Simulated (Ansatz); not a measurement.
# Ni₂Pt under compression: one row to predict

The cell was found from a structure generator's guess, not taken from experiment.

Level of theory: Ansatz, DFT PBE, scalar-relativistic, plane waves, PAW. Settings of the last relaxation (3-atom cell): 420 eV, 18×18×8 k points, Gaussian smearing of 0.10 eV, collinear spin.

```cif
data_structure
_symmetry_space_group_name_H-M 'P-3m1'
_symmetry_Int_Tables_number 164
_cell_length_a 2.6653
_cell_length_b 2.6653
_cell_length_c 6.2616
_cell_angle_alpha 90.000
_cell_angle_beta 90.000
_cell_angle_gamma 120.000
_cell_volume 38.52
loop_
_atom_site_label
_atom_site_type_symbol
_atom_site_symmetry_multiplicity
_atom_site_Wyckoff_symbol
_atom_site_fract_x
_atom_site_fract_y
_atom_site_fract_z
_atom_site_occupancy
Ni1 Ni 2 d 0.66667 0.33333 0.84738 1
Pt1 Pt 1 b 0.00000 0.00000 0.50000 1
```

The cell was set to several volumes, with shape and atoms relaxed at each where symmetry leaves them free. Pressure is positive in compression, and energies count from the lowest row. No row has a gap on its mesh.

| row | V (Å³/atom) | P (GPa) | ΔE (meV/atom) | largest moment (μB) |
| --- | --- | --- | --- | --- |
| 1 | 11.300 | 36.82 | 155.2 | 0.71 |
| 2 | 11.685 | ? | ? | ? |
| 3 | 12.071 | 15.09 | 33.8 | 0.75 |
| 4 | 12.456 | 6.86 | 7.9 | 0.77 |
| 5 | 12.841 | 0.00 | 0.0 | 0.79 |
| 6 | 13.226 | -5.73 | 7.2 | 0.81 |
| 7 | 13.611 | -10.48 | 26.9 | 0.82 |
| 8 | 14.125 | -15.60 | 69.1 | 0.84 |

Q: Find B = −V·ΔP/ΔV from rows 4 and 6 and from rows 1 and 3, and from the two its slope B′ and its value B0 at zero pressure.

A: Rows 4 and 6 give −(12.456 + 13.226)/2 × (-5.73 − (6.86))/(13.226 − 12.456) = 210.0 GPa at a mean pressure of 0.56 GPa. Rows 1 and 3 give −(11.300 + 12.071)/2 × (15.09 − (36.82))/(12.071 − 11.300) = 329.3 GPa at a mean pressure of 25.95 GPa. So B′ = (329.3 − 210.0)/(25.95 − (0.56)) = 4.70 and B0 = 210.0 − 4.70 × (0.56) = 207.4 GPa. A third-order Birch–Murnaghan fit to all the energies gives B0 = 208.4 GPa and B′ = 5.1.

Q: Estimate the pressure and energy of row 2.

A: From row 5, V0 = 12.841 × (1 + (0.00)/207.4) = 12.841 Å³/atom. Murnaghan's form P = (B0/B′)·[(V0/V)^B′ − 1] gives (207.4/4.70) × [(12.841/11.685)^4.70 − 1] = 24.62 GPa; the computed pressure is 24.97 GPa, so the estimate is off by -0.35 GPa. The work of compression from row 3, with the mean of the two pressures, gives ΔE = 33.8 + (24.62 + 15.09)/2 × (12.071 − 11.685)/160.2 × 1000 = 81.6 meV/atom (1 eV/Å³ = 160.2 GPa); the computed value is 81.5 meV/atom. Its largest moment is 0.73 μB.

These runs have no spin–orbit coupling, which can matter for Pt. The magnetic state reached may not be the lowest. All volumes keep the k mesh of the relaxed cell. A later test with randomly moved atoms came back to the same energy, though modes that don't fit the test's cell weren't probed.
